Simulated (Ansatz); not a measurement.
## BaTiO₃: 137Ba nuclear quadrupole resonance

Cell: an entry of the Crystallography Open Database (COD), ions relaxed with PBE at fixed cell.

```xyz
5
Lattice="3.9998 0.0000 0.0000 0.0000 3.9998 0.0000 0.0000 0.0000 4.0180" Properties=species:S:1:pos:R:3 pbc="T T T"
Ba    0.0000    0.0000   -0.0119
Ti    1.9999    1.9999    1.9393
O     1.9999    1.9999    0.0895
O     1.9999    0.0000    2.0613
O     0.0000    1.9999    2.0613
```

Sites (sets of like atoms) are named by element and the number of their first atom in this list.

All values are calculated (Ansatz; DFT, PBE, plane waves and PAW, with spin–orbit coupling, 420 eV cutoff, Γ-centred 8×8×8 k-points, Fermi–Dirac smearing 0.02 eV), not measured.

137Ba: I = 3/2, Q = 236.0 mb (year-2017 value). Static lattice, zero field.

Problem. At which frequencies do the 137Ba NQR lines lie?

Solution. For I = 3/2 there is one line, ν = (|C_Q|/2)(1 + η²/3)^½.

```json
{"site": "Ba", "atoms": "1", "V_zz (10²¹ V/m²)": "-0.70", "C_Q (MHz)": "-3.98", "η": "0.00", "line frequencies (MHz)": "1.99"}
```

Problem. And for Ba-135 (I = 3/2, Q = 153.0 mb) on Ba?

Solution. C_Q scales with Q to -2.58 MHz, with lines at 1.29 MHz.

An axis of threefold or higher order runs through Ba, so V_zz lies along it and η is zero.

At this cell the principal stresses reach 5 GPa in size with PBE, which can matter for small gradients.

Hardware: 1 thread of Intel Xeon Platinum 8488C (Sapphire Rapids) (x86_64; 16 cores open to the job, memory cap 3.0 GiB, no GPU), a shared host with a load of 0.3 a core. Wall time 78 s, CPU time 70 s, peak memory 0.93 GiB.
